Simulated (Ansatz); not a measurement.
Computed with DFT PBE, scalar-relativistic, plane waves, PAW (Ansatz 0.2.0). All cells share a 420 eV cutoff and Γ-centred k meshes spaced at most about 0.3 Å⁻¹ (about 0.25 or finer for metals, 2π included). No spin polarisation in the final relaxations.

These are static total energies at zero pressure.

Compare these two cells of SnGe5Se6, each relaxed at this level.

A.

```
CELL_PARAMETERS angstrom
4.04627 0.00000 0.00000
-2.02314 3.50417 0.00000
0.00000 0.00000 19.89682
ATOMIC_POSITIONS crystal
Sn 0.00000 0.00000 0.50000
Ge 0.00000 0.00000 0.00000
Ge 0.33333 0.66667 0.83730
Ge 0.66667 0.33333 0.67487
Ge 0.33333 0.66667 0.32513
Ge 0.66667 0.33333 0.16270
Se 0.66667 0.33333 0.91863
Se 0.00000 0.00000 0.75599
Se 0.33333 0.66667 0.59379
Se 0.66667 0.33333 0.40621
Se 0.00000 0.00000 0.24401
Se 0.33333 0.66667 0.08137
```

B.

```
CELL_PARAMETERS angstrom
4.04753 0.00000 0.00000
0.00000 5.74142 0.00000
0.00000 0.00000 12.18326
ATOMIC_POSITIONS crystal
Sn 0.00000 0.00000 0.00000
Ge 0.00000 0.00000 0.66203
Ge 0.50000 0.50000 0.82901
Ge 0.50000 0.50000 0.17099
Ge 0.00000 0.00000 0.33797
Ge 0.50000 0.50000 0.50000
Se 0.00000 0.50000 0.00000
Se 0.50000 0.00000 0.17855
Se 0.00000 0.50000 0.33442
Se 0.50000 0.00000 0.50000
Se 0.00000 0.50000 0.66558
Se 0.50000 0.00000 0.82145
```

Question: Which placement of the atoms is lower in energy, and by how much?

Answer: A is lower, by 6 meV/atom. The two share one framework of sites and differ in which element sits where. A has Sn and Ge ordered on rock salt sites, space group P-3m1 (No. 164), 23.5 Å³/atom and a gap of 0.13 eV on its mesh; B has Sn and Ge ordered on rock salt sites, space group Pmmm (No. 47), 23.6 Å³/atom and no gap. Counting Ge or Se atoms around Sn (for each partner element, those within 1.25 times its shortest distance or 1.15 times the sum of covalent radii, where it is the nearest in units of that sum or under 1.3), A and B both have Sn 6. Both come from invented guesses.

Kohn–Sham gaps at this level usually fall short of measured ones. The zero gap of Pmmm may come from the functional, which often closes small gaps, or the cell may be a true semimetal. Cells relaxed within their symmetry can be saddle points.
